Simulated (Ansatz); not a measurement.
Theory: Ansatz 0.2.0, DFT PBE, scalar-relativistic, plane waves, PAW. Settings: cutoff 420 eV, Γ-centred meshes spaced at most about 0.3 Å⁻¹, and about 0.25 Å⁻¹ or finer for metals (2π included), Gaussian smearing. No spin polarisation in the final relaxations.

Temperature and zero-point effects are left out. All come from trial cells, and lower structures may exist.

Task: These unrelaxed guesses for Mg2B3 are each relaxed within their symmetry. Order them by the energy at which they end, lowest first.
1.

```
Mg B
1.0
     3.91307    0.00000    0.00000
    -1.95653    3.38882    0.00000
     0.00000    0.00000    5.31162
Mg B
2 3
Cartesian
  0.0000 2.2592 2.6558
  1.9565 1.1296 2.6558
  0.0000 0.0000 3.7437
  0.0000 0.0000 1.5679
  0.0000 0.0000 0.0000
```

2.

```
Mg B
1.0
     3.65656    0.00000    0.00000
    -1.82828    3.16667    0.00000
     0.00000    0.00000    4.47972
Mg B
2 3
Direct
  0.33333 0.66667 0.16000
  0.66667 0.33333 0.84000
  0.00000 0.00000 0.00000
  0.33333 0.66667 0.63300
  0.66667 0.33333 0.36700
```

3.

```
Mg B
1.0
     1.51233    0.87314    6.96870
    -1.51233    0.87314    6.96870
     0.00000   -1.74628    6.96870
Mg B
2 3
Direct
  0.40080 0.40080 0.40080
  0.59920 0.59920 0.59920
  0.00000 0.00000 0.00000
  0.21170 0.21170 0.21170
  0.78830 0.78830 0.78830
```

4.

```
Mg B
1.0
     4.50821    0.00000    0.00000
     0.00000    4.50821    0.00000
     0.00000    0.00000    4.55289
Mg B
4 6
Direct
  0.73810 0.26190 0.00000
  0.26190 0.73810 0.00000
  0.26190 0.26190 0.50000
  0.73810 0.73810 0.50000
  0.50000 0.00000 0.75000
  0.50000 0.00000 0.25000
  0.00000 0.50000 0.75000
  0.00000 0.50000 0.25000
  0.00000 0.00000 0.75000
  0.00000 0.00000 0.25000
```

Result: 4 (ends in P4_2/mcm, 0 meV/atom), 3 (ends in R-3m, 115 meV/atom), 2 (ends in P-3m1, 277 meV/atom), 1 (ends in P6/mmm, 0.44 eV/atom). Even the lowest end lies +0.21 eV/atom against the elements.

A magnetic state wasn't ruled out in cells without spin, among them R-3m, P-3m1, P6/mmm. Cells relaxed within their symmetry can be saddle points. Some candidate types were left out of the draw beforehand, so a known form may be missing.
